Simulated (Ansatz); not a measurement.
GaN:
```
CELL_PARAMETERS angstrom
      3.18286     0.00000     0.00000
     -1.59143     2.75644     0.00000
      0.00000     0.00000     5.18543
ATOMIC_POSITIONS crystal
  Ga 0.66667 0.33333 0.49918
  Ga 0.33333 0.66667 0.99918
  N  0.66667 0.33333 0.87582
  N  0.33333 0.66667 0.37582
```

x, y and z are the axes in which the lattice vectors are written.

Task: Give the proper piezoelectric stress tensor with relaxed ions from PBEsol (plane waves, PAW; program Ansatz).

Result: In C/m², rows x, y, z, Voigt columns; mesh uncertainty up to 0.00.
```
 0.00   0.00   0.00   0.00  -0.30   0.00
 0.00   0.00   0.00  -0.30   0.00   0.00
-0.43  -0.43   0.76   0.00   0.00   0.00
```

The elastic tensor of the same run (GPa):

```
 344   128  92.3   0.0   0.0   0.0
 128   344  92.3   0.0   0.0   0.0
92.3  92.3   381   0.0   0.0   0.0
 0.0   0.0   0.0  91.5   0.0   0.0
 0.0   0.0   0.0   0.0  91.5   0.0
 0.0   0.0   0.0   0.0   0.0   108
```

Task: Convert to strain constants d = e·S.

Result: In pC/N:
```
 0.0   0.0   0.0   0.0  -3.2   0.0
 0.0   0.0   0.0  -3.2   0.0   0.0
-1.4  -1.4   2.7   0.0   0.0   0.0
```

Space group P6_3mc (wurtzite). The PBEsol relaxation kept the symmetry of its start.

Potentials: the earlier of the program's two PAW sets.
